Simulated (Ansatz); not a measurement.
**Rb2FeCl6F single point**

The input, for Ansatz 0.2.0 (plane waves, PAW):

```yaml
crystal:
  lattice:
    - [0.0, 4.810508, 4.810508]
    - [4.810508, 0.0, 4.810508]
    - [4.810508, 4.810508, 0.0]
  atoms:
    - { symbol: Fe, position: [0.0, 0.0, 0.0] }
    - { symbol: Cl, position: [0.7843, 0.2157, 0.2157] }
    - { symbol: Cl, position: [0.2157, 0.7843, 0.2157] }
    - { symbol: Cl, position: [0.2157, 0.7843, 0.7843] }
    - { symbol: Cl, position: [0.7843, 0.2157, 0.7843] }
    - { symbol: Cl, position: [0.2157, 0.2157, 0.7843] }
    - { symbol: Cl, position: [0.7843, 0.7843, 0.2157] }
    - { symbol: Rb, position: [0.25, 0.25, 0.25] }
    - { symbol: Rb, position: [0.75, 0.75, 0.75] }
    - { symbol: F, position: [0.5, 0.5, 0.5] }
  symmetry: { tolerance: 0.0003 }
kpoints:
  mp_grid: { grid: [6, 6, 6], shift: [0, 0, 0] }
  band_path:
    path:
      - [0.0, 0.0, 0.0]
      - [0.5, 0.0, 0.5]
      - [0.625, 0.25, 0.625]
      - [0.375, 0.375, 0.75]
      - [0.0, 0.0, 0.0]
      - [0.5, 0.5, 0.5]
      - [0.5, 0.25, 0.75]
      - [0.5, 0.0, 0.5]
    npoints: 8
magnetization:
  spin_polarized: false
scf:
  occupations: { method: fermi_dirac, width: 0.0145 }
  lower_state_search: "off"
  max_iter: 200
hamiltonian:
  pseudopotentials: { kind: paw }
  xc: pbe
basis:
  ecutwfc: 420
  fft_grid_basis: typed
output:
  forces: true
  stress: true
  eigenvalues: true
  bader: true
  populations: true
  elf: true
  write_potential: true
  volumetric_format: npy
  dos:
    e_range: [-12, 8]
    de: 0.05
    projected: { site_lists: { Cl: [Cl], F: [F], Fe: [Fe], Rb: [Rb] } }
checkpoint:
  read: saved_state
```

The run starts from an earlier solution of this cell. 

Parts of the output:

```
Pseudopotentials: kind: paw
Pseudopotential: Fe, paw, valence charge 16, recommended cutoff 420 eV (normal), Fe.paw.azcp
Pseudopotential: Cl, paw, valence charge 7, recommended cutoff 420 eV (normal), Cl.paw.azcp
Pseudopotential: Rb, paw, valence charge 9, recommended cutoff 420 eV (normal), Rb.paw.azcp
Pseudopotential: F, paw, valence charge 7, recommended cutoff 420 eV (normal), F.paw.azcp
Functional definition: PBE
  exchange = pbe_x(kappa = kappa, mu = beta*pi^2/3)
  correlation = pbe_c(beta = beta)
Crystal: 10 atoms, lattice volume = 222.640 Å³
Basis set: ecut = 420 eV, 4285 PW (Γ), exchange–correlation on 96×96×96 points (8 copies of the dense FFT grid, shifted against one another)
Bands: 52, of which v1, the nominal top of the filled ones, is band 42 counted from 1 (41 counted from 0)
Symmetry: 48 space group operations
Space group: Fm-3m (ITA 225), of the structure as read, at distance tolerance 1.8e-3 Å
k-points: 16 of 216
Initial density: read from a saved state, or passed on in memory by an earlier SCF of this step, an earlier step, the calling program or the single point that the run made first
Functional: x = pbe(κ = 0.804, μ = 0.2195), c = pbe(β = 0.0667)
SCF iter   1: F=—  Δρ=2.19e-3  dr2=9.99e-3
SCF iter   2: F=—  Δρ=8.97e-4  dr2=2.37e-3
SCF iter   3: F=—  Δρ=1.38e-3  dr2=4.21e-3
SCF iter   4: F=—  Δρ=7.63e-4  dr2=1.61e-3
SCF iter   5: F=—  Δρ=6.56e-4  dr2=1.20e-3
SCF iter   6: F=—  Δρ=1.04e-3  dr2=2.79e-3  recentre
SCF iter   7: F=—  Δρ=8.66e-4  dr2=2.12e-3
SCF iter   8: F=—  Δρ=7.72e-5  dr2=1.22e-5
SCF iter   9: F=—  Δρ=2.68e-5  dr2=2.17e-6
SCF iter  10: F=-18306.2497 eV  Δρ=5.92e-6  dr2=9.67e-8
Free energy (F): -18306.2497 eV
Harris-Foulkes:  -18306.2497 eV  (|F-HF|=3.31e-8)
Internal energy: -18306.2215 eV  (E = F + TS)
E sigma→0 (E₀):  -18306.2356 eV
Entropy (-TS):   -0.0282 eV (-2.822 meV/atom)
Fermi energy:    3.8528 eV
--- Per-component energies (eV) ---
  E_band       = -676.8037
  E_kinetic    = 1925.8258
  E_local      = -7597.9089  (includes V_loc(G=0)·N_el)
  E_nonlocal   = 804.2889
  E_hartree    = 2934.0453
  E_xc         = -1108.0285
  E_vxc        = -1268.6733  (∫ρ·V_xc dr)
  E_paw        = -10751.4961  (= ΣΔE_a)
  E_vpaw       = -408.4499  (= ΣTr[D̂ρ^β])
  E_aug_tail   = 0.0035  (compensation charges beyond the density's cutoff)
  E_ewald      = -4512.9517
  E_smearing   = -0.0282  (= −TS)
--- Stress (GPa, compression-positive) ---
       11.0764       0.0000       0.0000
        0.0000      11.0764       0.0000
        0.0000       0.0000      11.0764
  P = ⅓ Tr σ = 11.0764 GPa (110.764 kbar)
--- Löwdin populations: 10 sites ---
  site symbol       q [e]
     0     Fe     15.2689
     1     Cl      7.2213
     2     Cl      7.2213
     3     Cl      7.2213
     4     Cl      7.2213
     5     Cl      7.2213
     6     Cl      7.2213
     7     Rb      8.2554
     8     Rb      8.2554
     9      F      7.4791
  spilling = 0.0050 (of n_electrons = 83.0000)
--- Bader charges: 10 sites ---
  site symbol  charge [e]  shift [e]
     0     Fe      1.2504     0.0004
     1     Cl     -0.4090     0.0001
     2     Cl     -0.4090     0.0001
     3     Cl     -0.4091     0.0001
     4     Cl     -0.4090     0.0001
     5     Cl     -0.4090     0.0001
     6     Cl     -0.4090     0.0001
     7     Rb      0.8601     0.0000
     8     Rb      0.8601     0.0000
     9      F     -0.5163     0.0000
```

Absolute energies hang on the potentials; compare differences alone.

Origin: a known structure type with other elements, at an estimated volume, so it need not be a known compound. Caveats: no spin polarisation, so a magnetic state may lie lower; atoms or cell far from equilibrium.
